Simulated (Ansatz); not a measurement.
# Equation of state of LaTl₃

A database entry relaxed whole under r2SCAN (Pm-3m):

```yaml
crystal:
  lattice:
    - [4.86457, 0.00000, 0.00000]
    - [0.00000, 4.86457, 0.00000]
    - [0.00000, 0.00000, 4.86457]
  atoms:
    - { symbol: La, position: [0.00000, 0.00000, 0.00000] }
    - { symbol: Tl, position: [0.00000, 0.50000, 0.50000] }
    - { symbol: Tl, position: [0.50000, 0.00000, 0.50000] }
    - { symbol: Tl, position: [0.50000, 0.50000, 0.00000] }
```

The cell was scaled uniformly, its shape held, and the atoms relaxed at each volume with plane-wave PAW DFT (Ansatz 0.2.0; r2SCAN, 500 eV, 7×7×7 Γ-centred mesh, fermi-dirac occupations of width 0.100 eV; no spin, no spin-orbit coupling). One row is withheld.

```json
{"volume (Å³/atom)": "27.052", "energy over the lowest (meV/atom)": "17.3", "pressure (GPa)": "3.58"}
{"volume (Å³/atom)": "27.628", "energy over the lowest (meV/atom)": "7.2", "pressure (GPa)": "2.24"}
{"volume (Å³/atom)": "28.203", "energy over the lowest (meV/atom)": "1.6", "pressure (GPa)": "1.05"}
{"volume (Å³/atom)": "28.779", "energy over the lowest (meV/atom)": "0.0", "pressure (GPa)": "0.00"}
{"volume (Å³/atom)": "29.354", "energy over the lowest (meV/atom)": "?", "pressure (GPa)": "?"}
{"volume (Å³/atom)": "29.930", "energy over the lowest (meV/atom)": "7.1", "pressure (GPa)": "-1.76"}
{"volume (Å³/atom)": "30.506", "energy over the lowest (meV/atom)": "15.0", "pressure (GPa)": "-2.50"}
```

Problem. Fit the pressures of the other rows to the third-order Birch-Murnaghan form.

Solution. With f = [(V₀/V)^(2/3) − 1]/2 and P = 3B₀f(1 + 2f)^(5/2)[1 + 3(B₀′ − 4)f/2], least squares gives V₀ = 28.78 Å³ an atom, B₀ = 49.5 GPa and B₀′ = 5.0; the rows miss the fit by less than 0.01 GPa. The slope of the energies differs from these pressures by 0.08 GPa, since they are taken to zero smearing while pressures follow the free energy.

Problem. What does the withheld row hold?

Solution. The fit gives -0.94 GPa at 29.354 Å³; the run gave -0.94 GPa and 2.0 meV an atom.

Caveats: the shape of the cell was held; 0 K, fixed nuclei; the symmetry was kept, and this need not be the phase that is stable at 0 K; one mesh for all volumes; the relaxed cell lies far from the entry, by an error of the functional or of the entry; pressure is positive in compression.
